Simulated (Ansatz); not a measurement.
## Review of an SCF result for Ni

System: Ni, an experimental structure (space group Fm-3m, primitive cell doubled); the cell holds 2 atoms. Source: COD entry 2100658; it may be a high-temperature, high-pressure or metastable form.

The calculation used DFT, r2SCAN, PAW, plane waves, scalar-relativistic (Ansatz).

```yaml
crystal:
  lattice:
    - [0.0, 3.53173333, 3.53173333]
    - [1.76586667, 0.0, 1.76586667]
    - [1.76586667, 1.76586667, 0.0]
  atoms:
    - { symbol: Ni, position: [0.0, 0.0, 0.0] }
    - { symbol: Ni, position: [0.5, 0.0, 0.0], spin: 2.0 }
magnetization:
  spin_polarized: true
hamiltonian:
  xc: r2scan
  pseudopotentials: { kind: paw }
basis:
  ecutwfc: 500
kpoints:
  mp_grid: { grid: [7, 14, 14] }
scf:
  occupations: { method: fermi_dirac, width: 0.05 }
  lower_state_search: "off"
output:
  forces: true
  stress: true
```

It took 21 s on 2 threads of x86-64 server CPU (shared host), peak memory 0.55 GiB.

The end of the output:

```
SCF converged after 25 iterations
Magnetization: 1.5211 μB (18.7606 up, 17.2394 down)
Absolute magnetization: 1.8843 μB (∫|ρ↑−ρ↓|, with the PAW one-centre terms)
Spin contamination: 0.0468 ħ² per cell (⟨S²⟩ above its minimum at these occupations)
Per-site moments (μB) at R_I (Å): [(0.8318, 1.0301), (0.8319, 1.0301)]
Free energy (F): -11690.562028 eV
Harris-Foulkes:  -11690.562028 eV  (|F-HF|=2.96e-8)
Internal energy: -11690.540392 eV  (E = F + TS)
E sigma→0 (E₀):  -11690.551210 eV
Entropy (-TS):   -0.021636 eV (-10.818 meV/atom)
Fermi energy:    17.858617 eV
--- Forces (eV/Å), atoms counted from 1 ---
  atom   1  Ni     0.00000000    -0.00000000     0.00000000
  atom   2  Ni     0.00000000     0.00000000    -0.00000000
--- Stress (GPa, compression-positive) ---
       -8.837454      -0.000589      -0.000589
       -0.000589      -8.837454       0.000589
       -0.000589       0.000589      -8.837454
  P = ⅓ Tr σ = -8.8375 GPa (-88.375 kbar)
```

r2SCAN tends to overstate moments and magnetic energies in itinerant metals.

Site moments are taken inside atomic spheres and don't add up to the total.

Q: Would you trust this as the ground state? If a lower solution is known, describe it.

A: As far as the runs go, yes: it is the lowest of 3 states reached by 11 converged runs, and the next lies 90.9 meV/atom higher (antiferromagnetic, site moments Ni1 0.59, Ni2 -0.59 μB, total 0.00 μB per cell, no gap on the k-mesh). That doesn't prove a ground state. This multiple of the primitive cell fits some opposed orders; other multiples fit others. Only collinear orders within this cell were tried; the true ground state may need a larger cell.
